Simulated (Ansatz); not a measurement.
Co (hcp, Mg type)

```xyz
2
Lattice="2.4939 0.0000 0.0000 -1.2470 2.1598 0.0000 0.0000 0.0000 4.0317" Properties=species:S:1:pos:R:3 pbc="T T T"
Co     0.0000     1.4399     3.0238
Co     1.2470     0.7199     1.0079
```

In this cell atom 2 (Co, nearest neighbour Co at 2.477 Å; its periodic images, 2.5 Å or more away, move with it) is moved by s along Cartesian [111], unit vector (0.577, 0.577, 0.577); all other atoms and the cell stay fixed.

These are PBE (plane waves to 420 eV, PAW, scalar-relativistic; Ansatz, an electronic-structure program) values and carry that method's errors. k mesh 17×17×9 (Γ-centred), Fermi-Dirac smearing 0.05 eV. With partly filled bands, energies and forces of such displacements shift with the k mesh and the smearing. F∥ is the force on the atom along that direction. F⊥ is the part of the force across the line. On this mesh the relaxed cell isn't quite at rest: it carries a pressure of 0.2 GPa (compression positive) at the zero of the scan. Co was relaxed with its symmetry unable to fall. Relaxed Co ends ferromagnetic. The PAW data are Ansatz's earlier set. Other magnetic orders were not checked, so this need not be the ground state. 

```
s (Å)   |F⊥| (eV/Å)  F∥ (eV/Å)
------  -----------  ---------
-0.250        0.729          …
-0.200            …      0.862
-0.150        0.336      0.600
-0.100        0.192      0.375
-0.050            …      0.180
0.000         0.000      0.000
0.050             …     -0.182
0.100         0.187     -0.385
0.150         0.323     -0.625
0.200             …     -0.911
0.250         0.693     -1.245
```

### Question
Complete the blanks.

### Answer

- -0.250, F∥ (eV/Å): 1.156
- -0.200, |F⊥| (eV/Å): 0.515
- -0.050, |F⊥| (eV/Å): 0.083
- 0.050, |F⊥| (eV/Å): 0.082
- 0.200, |F⊥| (eV/Å): 0.492

(A displaced cell: forces are minus the slopes of the energy, force constants its curvatures, and phonons follow from these.)
